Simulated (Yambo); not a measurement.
Yambo run on BaF₂ (fluorite, space group Fm-3m, No. 225). The wavefunctions are norm-conserving PBEsol (Quantum ESPRESSO, 84 Ry, no spin-orbit coupling) ones on a 4×4×4 mesh (12 occupied bands); a = b = c = 4.3359 Å, α = β = γ = 60.00°.

Yambo input:

```
rim_cut
gw0
dyson
el_el_corr
HF_and_locXC
cohsex
em1s
RandQpts= 1000000
RandGvec= 1 Ry
EXXRLvcs= 84 Ry
VXCRLvcs= 336 Ry
Chimod= "HARTREE"
% BndsRnXs
 1 | 138 |
%
NGsBlkXs= 10 Ry
% LongDrXs
 1.0 | 1.0 | 1.0 |
%
ExtendOut
% QPkrange
 1 | 1 | 12 | 13 |
 6 | 6 | 12 | 12 |
%
```

k points by index: 1 = Γ, 6 = (0, 0.25, -0.25).

Table of the .qp output:

```
#    K-point    Band    Eo [eV]    E [eV]    E-Eo [eV]    Vxc [eV]    Vnlxc [eV]    Sc|Eo [eV]    Re(Z)    Im(Z)
#
    1    12    -0.120877    -4.616195    -4.495317    -21.73550    -29.33978    3.108956    1.000000    0.000000
    1    13    6.857843    6.842857    -0.014986    -7.859614    -3.853754    -4.020845    1.000000    0.000000
    6    12    0.000000    -4.476654    -4.476654    -21.96624    -29.49818    3.055284    1.000000    0.000000
```
(The two width columns are left out.) Convergence of these settings isn't established.

Geometry relaxed with PBEsol.
